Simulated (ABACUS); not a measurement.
Input and output of a self-consistent single point for Mg4Te3S (Pmm2, 8 atoms in the cell; from Materials Project mp-1222100, changed as shown) (ABACUS).

Level of theory: PBEsol, PseudoDojo 0.4 standard norm-conserving PBEsol (tails mended) pseudopotentials (plane waves; ABACUS).

The change in words: volume scaled by 0.96. Reference geometry (Pmm2):
```yaml
crystal:
  lattice:
    - [4.36645, 0.00000, 0.00000]
    - [0.00000, 8.79698, 0.00000]
    - [0.00000, 0.00000, 6.12221]
  atoms:
    - { symbol: Mg, position: [0.00000, 0.27420, 0.98146] }
    - { symbol: Mg, position: [0.00000, 0.72580, 0.98146] }
    - { symbol: Mg, position: [0.50000, 0.00000, 0.49162] }
    - { symbol: Mg, position: [0.50000, 0.50000, 0.54006] }
    - { symbol: Te, position: [0.50000, 0.26155, 0.25040] }
    - { symbol: Te, position: [0.50000, 0.73845, 0.25040] }
    - { symbol: Te, position: [0.00000, 0.00000, 0.75735] }
    - { symbol: S, position: [0.00000, 0.50000, 0.74725] }
```

Reference input (self-consistent single point, DFT, PBEsol, plane waves, PseudoDojo 0.4 standard norm-conserving PBEsol (tails mended) pseudopotentials): KPT = Gamma 3 2 2 0 0 0; basis_type = pw; ecutwfc = 84 Ry; smearing_method = fixed; potentials = PseudoDojo 0.4 standard norm-conserving PBEsol (tails mended); symmetry = 1; symmetry_prec = 1e-05; ks_solver = dav; scf_nmax = 100; scf_thr = 1.0e-09 Ry; mixing_type = broyden; mixing_beta = 0.7. This run's input differs from it in these lines:

```diff
@@ -27,5 +27,5 @@
 LATTICE_VECTORS
-   4.3664490000    0.0000000000    0.0000000000
-   0.0000000000    8.7969760000    0.0000000000
-   0.0000000000    0.0000000000    6.1222130000
+   4.3074360000    0.0000000000    0.0000000000
+   0.0000000000    8.6780850000    0.0000000000
+   0.0000000000    0.0000000000    6.0394710000
```

The program printed (abridged):

```
 SELF-CONSISTENT
 -------------------------------------------

                                 init_chg = atomic

 PW ALGORITHM --------------- ION=   1  ELEC=   1--------------------------------

 Notice: Threshold on eigenvalues was too large.

 Density error is 0.264359992948
                          Error Threshold = 0.00027763371093
 E_KohnSham     -1124.6092155636     -15301.0933549753
 E_Fermi        0.3572641494         4.8608281227

 PW ALGORITHM --------------- ION=   1  ELEC=   2--------------------------------

 Density error is 0.0193568314515
                          Error Threshold = 0.000281234035051
   [... lines left out ...]

 Density error is 1.88720776726e-09
                          Error Threshold = 5.17200071487e-11
 E_KohnSham     -1124.6569366885     -15301.7426341886
 E_Fermi        0.4009668796         5.4554342717

 PW ALGORITHM --------------- ION=   1  ELEC=   9--------------------------------

 Density error is 1.33345773178e-10
                          Error Threshold = 2.00766783751e-12
 E_KohnSham     -1124.6569366894     -15301.7426342005
 E_KS(sigma->0) -1124.6569366894     -15301.7426342005
 E_entropy(-TS) 0.0000000000         0.0000000000
 E_Fermi        0.4009679379         5.4554486705
 charge density convergence is achieved
 final etot is -15301.742634 eV
 EFERMI = 5.4554486705 eV

 STATE ENERGY(eV) AND OCCUPATIONS    NSPIN == 1
   [... 54 lines left out ...]

 TOTAL-FORCE (eV/Angstrom)
                       Mg1         0.0000000000        -0.0071118762        -0.0295979177
                       Mg2         0.0000000000         0.0071118762        -0.0295979177
                       Mg3         0.0000000000         0.0000000000        -0.1586171572
                       Mg4         0.0000000000         0.0000000000         0.2207601896
                       Te1         0.0000000000         0.0425387529         0.0232448212
                       Te2         0.0000000000        -0.0425387529         0.0232448212
                       Te3         0.0000000000         0.0000000000         0.1375878428
   [... lines left out ...]

 TOTAL-STRESS (KBAR)
        39.3625861508         0.0000000000         0.0000000000
         0.0000000000        34.3474554471         0.0000000000
         0.0000000000         0.0000000000        30.0942547700
 TOTAL-PRESSURE: 34.601432 KBAR

 --------------------------------------------
 !FINAL_ETOT_IS -15301.7426342005455808 eV
 --------------------------------------------
```

The run converged in 9 iterations. Against the reference run the free energy rises by 17.8 meV/atom, the pressure goes from 1.41 to 3.46 GPa and the largest force goes from 0.152 to 0.221 eV/Å.

Spin-orbit coupling is left out, which matters for bands and gaps with elements this heavy. The structure comes from a collection of computed structures, made at another level of theory; the collection holds predicted forms beside known ones. Its lattice was then scaled.

Cost on one core: roughly 100 core-seconds.

“Tails mended”: in these copies of the files the far tail of each local potential was reset to the Coulomb form.
